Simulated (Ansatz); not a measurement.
SiNi:
```xyz
8
Lattice="5.1391 0.0000 0.0000 0.0000 3.3968 0.0000 0.0000 0.0000 5.5976" Properties=species:S:1:pos:R:3 pbc="T T T"
Si     4.2188     2.5476     3.2792
Si     0.9203     0.8492     2.3184
Si     3.4899     0.8492     0.4804
Si     1.6492     2.5476     5.1172
Ni     2.6129     0.8492     3.8542
Ni     2.5262     2.5476     1.7434
Ni     5.0957     2.5476     1.0554
Ni     0.0434     0.8492     4.5422
```

Relaxed with PBE. Special points in fractions of this cell's reciprocal vectors: Γ (0.000, 0.000, 0.000); X (0.500, 0.000, 0.000); S (0.500, 0.500, 0.000); Y (0.000, 0.500, 0.000); Z (0.000, 0.000, 0.500); U (0.500, 0.000, 0.500); R (0.500, 0.500, 0.500); T (0.000, 0.500, 0.500).

Q: List the band energies nearest the Fermi level at these points for the program Ansatz at the PBE level (PAW).

A: In eV from the Fermi level; about four levels below and three above (degenerate sets whole), none deeper than 8.9 eV; points with the same levels are listed once.

| k | below | above |
|---|---|---|
| Γ | -1.79 -1.27 -1.12 -0.90 | 0.66 1.28 3.26 |
| X | -1.97 -1.97 -1.81 -1.81 | 0.98 0.98 1.06 1.06 |
| S | -1.67 -1.67 -1.67 -1.67 | 0.44 0.44 0.44 0.44 |
| Y | -1.40 -1.40 -0.58 -0.58 | 1.98 1.98 2.49 2.49 |
| Z | -1.39 -1.39 -0.21 -0.21 | 0.82 0.82 3.19 3.19 |
| U | -2.06 -2.06 -0.97 -0.97 | 0.80 0.80 2.24 2.24 |
| R | -1.87 -1.87 -1.87 -1.87 | 2.52 2.52 2.52 2.52 |
| T | -1.96 -1.96 -1.67 -1.67 | 0.19 0.19 1.27 1.27 |

Space group Pnma. The cell keeps a stress of up to 0.3 GPa. The PBE relaxation kept the symmetry of its start. No spin polarisation was allowed.

Potentials: the earlier of the program's two PAW sets.
